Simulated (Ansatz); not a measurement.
SnCl2:
```
CELL_PARAMETERS angstrom
      7.47629     0.00000     0.00000
      0.00000     4.28566     0.00000
      0.00000     0.00000     8.93643
ATOMIC_POSITIONS crystal
  Sn 0.76591 0.75000 0.58477
  Sn 0.23409 0.25000 0.41523
  Sn 0.73409 0.25000 0.08477
  Sn 0.26591 0.75000 0.91523
  Cl 0.52090 0.25000 0.84295
  Cl 0.47910 0.75000 0.15705
  Cl 0.97910 0.75000 0.34295
  Cl 0.02090 0.25000 0.65705
  Cl 0.14164 0.25000 0.07802
  Cl 0.85836 0.75000 0.92198
  Cl 0.35836 0.75000 0.57802
  Cl 0.64164 0.25000 0.42198
```

Tensor components refer to the Cartesian frame of this cell.

Q: Give the high-frequency dielectric tensor and the Born effective charge tensors of the independent atoms from DFPT, DFT-LDA in the program Ansatz with PAW potentials.

A: 
ε∞:
```
5.90  0.00  0.00
0.00  6.16  0.00
0.00  0.00  5.53
```
Z* of atom 1 (Sn), rows: field, columns: displacement, in e:
```
 3.82   0.00  -0.06
 0.00   4.15   0.00
 0.07   0.00   3.31
```
Z* of atom 5 (Cl), rows: field, columns: displacement, in e:
```
-2.08   0.00  -0.41
 0.00  -1.86   0.00
-0.16   0.00  -1.54
```
Z* of atom 9 (Cl), rows: field, columns: displacement, in e:
```
-1.75   0.00   0.49
 0.00  -2.30   0.00
 0.21   0.00  -1.77
```

Space group Pnma. The first step of the workflow began from a Materials Project structure, measured or hypothetical; the Crystallography Open Database files this formula in space group No. 62, but the cells were not matched. Whether it is the stable phase at ambient conditions was not checked. Symmetry was held in the LDA relaxation; its stability against distortions is not shown here. A crystal of weakly bound chains computed without a dispersion correction: the cell and the soft elastic constants depend strongly on that. Scalar-relativistic: spin–orbit coupling is off unless named, which matters more the heavier the elements.

Potentials: the later of the program's two PAW sets.
